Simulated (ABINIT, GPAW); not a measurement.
This is a calculation of CsLiCr2Te2S3 for GPAW 26.7.0 (ASE script). The cell comes from a database or a generator and needn't be the stable form of this composition.

The input run.py:

```python
from ase import Atoms
from ase.dft.bandgap import bandgap
from ase.io import write
from ase.units import GPa
from gpaw import GPAW, PW

atoms = Atoms(['Cs', 'Li', 'Cr', 'Cr', 'Te', 'Te', 'S', 'S', 'S'],
              cell=[[3.3192902327, 1.9163931094, 6.87982],
                    [-3.3192902327, 1.9163931094, 6.87982],
                    [0.0, -3.8327862188, 6.87982]],
              scaled_positions=[[0.0, 0.0, 0.0],
                                [0.5, 0.5, 0.5],
                                [0.79848, 0.79848, 0.79848],
                                [0.20152, 0.20152, 0.20152],
                                [0.6799, 0.6799, 0.6799],
                                [0.3201, 0.3201, 0.3201],
                                [0.13626, 0.86374, 0.5],
                                [0.5, 0.13626, 0.86374],
                                [0.86374, 0.5, 0.13626]],
              pbc=True)
atoms.set_initial_magnetic_moments([0.0, 0.0, 3.0, 3.0, 0.0, 0.0, 0.0, 0.0, 0.0])

calc = GPAW(mode=PW(800),
            xc='PBE',
            kpts={'size': (3, 3, 3), 'gamma': True},
            occupations={'name': 'fermi-dirac', 'width': 0.05},
            nbands=49,
            convergence={'density': 1e-05, 'energy': 1e-05},
            maxiter=150,
            txt='gpaw.txt')
atoms.calc = calc
energy = atoms.get_potential_energy()
forces = atoms.get_forces()
stress = atoms.get_stress()
calc.write('gs.gpw')
write('result.traj', atoms)
print(f'Energy: {energy:.6f} eV')
print('Forces (eV/A):')
print(forces.round(4))
print('Stress (GPa):', (stress / GPa).round(3))
print('Moments:', calc.get_magnetic_moments().round(3))
print('Fermi level:', round(calc.get_fermi_level(), 4), 'eV')
print(f'Gap: {bandgap(calc)[0]:.4f} eV, direct: {bandgap(calc, direct=True)[0]:.4f} eV')
```

Potentials or basis: GPAW PAW data sets (gpaw-data 1.2.1), pw.

The run is started by

```console
$ OMP_NUM_THREADS=1 python run.py
```

Question: Translate it to ABINIT 10.8.3 (patched build). Potentials or basis there: PseudoDojo NC SR PBE v0.4.1 standard, cutoff 1279 eV.

Answer: As run (cutoffs and basis follow the program's own potentials, and thresholds, step limits or extra output files can differ):

The input run.abi:

```
# Pseudopotentials
pp_dirpath "./"
pseudos "Cs.upf, Li.upf, Cr.upf, Te.upf, S.upf"

# Structure
acell 7.8754149077 7.8754149077 7.8754176027 Angstrom
rprim
     0.4214749367     0.2433382904     0.8735819104
    -0.4214749367     0.2433382904     0.8735819104
     0.0000000000    -0.4866776841     0.8735816114
ntypat 5
znucl 55 3 24 52 16
natom 9
typat 1 2 3 3 4 4 5 5 5
xred
     0.0000000000     0.0000000000     0.0000000000
     0.5000000000     0.5000000000     0.5000000000
     0.7984800000     0.7984800000     0.7984800000
     0.2015200000     0.2015200000     0.2015200000
     0.6799000000     0.6799000000     0.6799000000
     0.3201000000     0.3201000000     0.3201000000
     0.1362600000     0.8637400000     0.5000000000
     0.5000000000     0.1362600000     0.8637400000
     0.8637400000     0.5000000000     0.1362600000

# Plane-wave basis
ecut 47.0

# k points
kptopt 1
ngkpt 3 3 3
nshiftk 1
shiftk 0.0 0.0 0.0

# Exchange and correlation
ixc 11

# Bands and occupations
nband 56
occopt 3
tsmear 0.05 eV

# Spin
nsppol 2
spinat
     0.0000000000     0.0000000000     0.0000000000
     0.0000000000     0.0000000000     0.0000000000
     0.0000000000     0.0000000000     3.0000000000
     0.0000000000     0.0000000000     3.0000000000
     0.0000000000     0.0000000000     0.0000000000
     0.0000000000     0.0000000000     0.0000000000
     0.0000000000     0.0000000000     0.0000000000
     0.0000000000     0.0000000000     0.0000000000
     0.0000000000     0.0000000000     0.0000000000

# SCF cycle
nstep 100
tolvrs 1.0e-10

# Output
iomode 3
prtwf 0
prtden 0
prteig 0
prtebands 0
enunit 1
```

Potentials or basis: PseudoDojo NC SR PBE v0.4.1 standard.

Command:

```sh
$ mpirun --bind-to none -np 4 abinit run.abi > log 2>&1
```

Both were run:

|  | GPAW | ABINIT |
| --- | --- | --- |
| Pressure | 0.2 GPa | 0.3 GPa |
| Net moment | 4.01 μB per cell | 4.01 μB per cell |

The potentials hold 52 and 90 valence electrons a cell.

The magnetic state is the one that the start led to; the real crystal's order can differ.

Pressure is positive in compression.

The k mesh is coarse, so the values aren't converged.
